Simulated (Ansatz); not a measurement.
## What DFT gives for InF3

```yaml
crystal:
  lattice:
    - [5.45688, 0.00000, 0.00000]
    - [-2.72844, 4.72580, 0.00000]
    - [-2.72844, 1.57527, 4.83376]
  atoms:
    - { symbol: In, position: [0.00000, 0.00000, 0.00000] }
    - { symbol: In, position: [0.50000, 0.50000, 0.50000] }
    - { symbol: F, position: [0.85840, 0.75000, 0.75000] }
    - { symbol: F, position: [0.25000, 0.35840, 0.75000] }
    - { symbol: F, position: [0.64160, 0.14160, 0.75000] }
    - { symbol: F, position: [0.14160, 0.25000, 0.25000] }
    - { symbol: F, position: [0.75000, 0.64160, 0.25000] }
    - { symbol: F, position: [0.35840, 0.85840, 0.25000] }
```

Method: r2SCAN, no spin polarisation; PAW, plane waves to 500 eV, 6×6×6 Γ-centred mesh, fermi-dirac occupations (width 0.0488 eV) (Ansatz 0.2.0), atoms fixed.

Formation energy: -2.80 eV an atom against the elements' usual phases (free molecules for gases, crystals otherwise, with no correction for O₂ or N₂), so it is bound against them; other compounds may still compete. Relaxing would lower it.
Electronic structure: The gap is 5.15 eV, indirect (the least direct gap found is 5.18 eV). A semilocal functional usually gives too small a gap.
Stress: The pressure is 0.4 GPa (compression positive), so with the atoms held at these fractions the cell is close to zero pressure.
Contacts: In–F at 2.07 Å: least valence density 0.53 e/Å³ and ELF 0.13 there. Both are smooth PAW fields, read partly inside the augmentation spheres.
Forces: The largest is on F4 (and as large on other atoms): 0.06 eV/Å, components (-0.03, 0.05, 0.00). It makes 107° with the line to a nearest neighbour, In1 at 2.07 Å.

Origin: a database entry at a rescaled volume.
